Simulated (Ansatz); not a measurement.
Relaxed-ion elastic tensor of AgPt₃ (Cu3Au type, space group No. 221) in GPa (Voigt order), the program Ansatz at the PBEsol level (PAW); density 18.82 g/cm³, 15.29 Å³ per atom.

```json
[
 {"": "1", "1": "302", "2": "209", "3": "209", "4": "0.0", "5": "0.0", "6": "0.0"},
 {"": "2", "1": "209", "2": "302", "3": "209", "4": "0.0", "5": "0.0", "6": "0.0"},
 {"": "3", "1": "209", "2": "209", "3": "302", "4": "0.0", "5": "0.0", "6": "0.0"},
 {"": "4", "1": "0.0", "2": "0.0", "3": "0.0", "4": "96.9", "5": "0.0", "6": "0.0"},
 {"": "5", "1": "0.0", "2": "0.0", "3": "0.0", "4": "0.0", "5": "96.9", "6": "0.0"},
 {"": "6", "1": "0.0", "2": "0.0", "3": "0.0", "4": "0.0", "5": "0.0", "6": "96.9"}
]
```

Q: Is the crystal mechanically stable?

A: Yes: the smallest eigenvalue of C is 93.6 GPa.

Q: Work out the Voigt, Reuss and Hill averages.

A: K_V = 240, K_R = 240, K_H = 240; G_V = 76.8, G_R = 67.8, G_H = 72.3 GPa.

Q: Give Young's modulus, Poisson's ratio, Pugh's ratio and the universal anisotropy index.

A: E = 9KG/(3K + G) = 197 GPa; ν = 0.36; K/G = 3.31 (ductile by the Pugh limit of 1.75); A_U = 5G_V/G_R + K_V/K_R − 6 = 0.66.

Q: Estimate the sound speeds and the Debye temperature.

A: v_l = √((K + 4G/3)/ρ) = 4230 m/s, v_t = √(G/ρ) = 1960 m/s, mean 2210 m/s; Θ = (h/k)(3n/4πV)^(1/3) v_m = 265 K.

Q: Give the Zener ratio and Young's modulus along [100], [110] and [111].

A: A = 2C44/(C11 − C12) = 2.07; 1/E = S11 − 2(S11 − S12 − S44/2)Γ with Γ = 0, 1/4, 1/3 gives 132, 207, 256 GPa.

Space group Pm-3m (Cu3Au type). The workflow started from an entry of the Crystallography Open Database (COD). Whether it is the stable phase at ambient conditions was not checked. The cell was relaxed with PBEsol under the symmetry of its start; of distortions, only those at the zone centre were tested. No spin polarisation was allowed. As this level gives no gap, shear constants depend on the k-mesh and smearing (Fermi–Dirac, 0.1 eV here). Spin–orbit coupling is left out wherever it is not named.

Potentials: the later of the program's two PAW sets.
